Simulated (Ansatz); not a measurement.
Starting cell, ZrC (rock salt):

```
CELL_PARAMETERS angstrom
      0.00000     2.35572     2.35572
      2.35572     0.00000     2.35572
      2.35572     2.35572     0.00000
ATOMIC_POSITIONS crystal
  Zr 0.00000 0.00000 0.00000
  C  0.50000 0.50000 0.50000
```

In this cell atom 1 (Zr, nearest neighbour C at 2.356 Å; its periodic images, 3.3 Å or more away, move with it) is moved by s along Cartesian [111], unit vector (0.577, 0.577, 0.577); all other atoms and the cell stay fixed.

The numbers are results of r2SCAN (plane waves to 500 eV, PAW, scalar-relativistic; Ansatz, a first-principles code), not measurements. k mesh 14×14×14 (Γ-centred), Fermi-Dirac smearing 0.05 eV. The energy includes the smearing's −TS. With partly filled bands, energies and forces of such displacements shift with the k mesh and the smearing. ZrC is run without spin polarisation. ZrC was relaxed with its symmetry unable to fall. ΔE is measured from the undisplaced structure. The last digit holds for this mesh only.

```tsv
s (Å)	ΔE (meV/cell)
-0.240	163.3
-0.192	106.1
-0.144	61.8
-0.096	28.4
-0.048	7.3
0.000	0.0
0.048	7.3
0.096	28.4
0.144	61.8
0.192	106.1
0.240	163.3
```

### Question
What force constant k = d²E/ds² at s = 0 does the table give?

### Answer
6.4 eV/Å². It is the second difference of the nearest points, corrected with the next pair.

### Question
With k = 6.28 eV/Å² from the forces, is the well harmonic out to s = 0.240 Å?

### Answer
½ks² = 181 meV/cell against the computed 163 meV/cell, so the well is softer than harmonic there.

(A displaced cell: forces are minus the slopes of the energy, force constants its curvatures, and phonons follow from these.)
